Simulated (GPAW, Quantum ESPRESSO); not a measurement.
## Mo3Zn: energy against volume and a worked fit

It takes space group Pm-3m (No. 221, cubic). Conventional cell: a = 3.943 Å, b = 3.943 Å, c = 3.943 Å, α = 90.00°, β = 90.00°, γ = 90.00°. Mo (site symmetry 4/mmm) has 8 Mo at 2.79 Å and 4 Zn at 2.79 Å as nearest neighbours. Zn (site symmetry m-3m) is surrounded by 12 Mo at 2.79 Å.

The cell comes from a database or a generator and needn't be the stable form of this composition.

The cell was scaled at fixed shape and fractions and run with GPAW, GPAW PAW data sets (gpaw-data 1.2.1), cutoff 600 eV; PBE, k mesh 7 × 7 × 7 on the cell of 4 atoms, fermi-dirac occupations of 0.05 eV, no spin polarisation, no spin-orbit coupling. Energies are those that the program minimises, any entropy of the smearing included. For a metal such a mesh isn't converged to the digits shown.

| V (Å³/atom) | energy over the lowest row (meV/atom) |
| --- | --- |
| 14.4078 | 31.13 |
| 14.7144 | ? |
| 15.0209 | 1.22 |
| 15.3275 | 0.00 |
| 15.6340 | 6.70 |
| 15.9406 | 20.53 |
| 16.2471 | 40.74 |

Question: Fit the third-order Birch-Murnaghan form, give V0, B0 and B′, and predict the energy left open.

Answer: With y = (V0/V)^(2/3), E = E0 + (9 V0 B0/16) [(y - 1)³ B′ + (y - 1)² (6 - 4y)]. Least squares through the rows shown give V0 = 15.2179 Å³/atom, E0 = -0.52 meV, B0 = 213.4 GPa (1 eV/Å³ = 160.218 GPa) and B′ = 4.33, with a largest miss of 0.00 meV. At V = 14.7144 the form with these constants gives 11.26 meV; the run gave 11.27 meV an atom. Other set-ups at this level, from all their volumes (Å³/atom, GPa): Quantum ESPRESSO, SSSP 1.3 efficiency PBE: V0 15.227, B0 215.4.
